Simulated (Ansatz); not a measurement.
**Question.** Each is relaxed and computed with plane-wave PAW r²SCAN (Ansatz code). Which is the only one with a gap?
A) Cr2SiC, Cmcm (Cr on 8f, Si on 4c, C on 4a)
B) SiGeC2, P-4m2 (Ge on 1c, Si on 1a, C on 2g)
C) SiGe, P-6m2 (Ge on 1a, Si on 1f)
D) SiC, CsCl type

**Answer.** B, SiGeC2, P-4m2 (Ge on 1c, Si on 1a, C on 2g). SiGeC2: gap 1.80 eV (indirect); SiGe: metal; SiC: metal; Cr2SiC: metal. Spin orders computed, not proven ground states: Cr2SiC, Cmcm (Cr on 8f, Si on 4c, C on 4a) antiferromagnetic. Constructed cells (a structure type filled with these elements, in neither database checked): SiGe, P-6m2 (Ge on 1a, Si on 1f); SiC, CsCl type. Typed or built starts, not in the databases checked: SiGeC2, P-4m2 (Ge on 1c, Si on 1a, C on 2g). Not the usual ambient phase: SiC, CsCl type. Standing as an ambient phase not checked: Cr2SiC, Cmcm (Cr on 8f, Si on 4c, C on 4a). Unstable at this level: SiC, CsCl type. All cells were relaxed under the symmetry of their starts (and spin orders); stability against distortions was not tested throughout. Cells of antiferromagnets are given as chemical subcells. Scalar-relativistic: spin–orbit coupling is off unless named, which matters more the heavier the elements.

Potentials: the later of the program's two PAW sets.
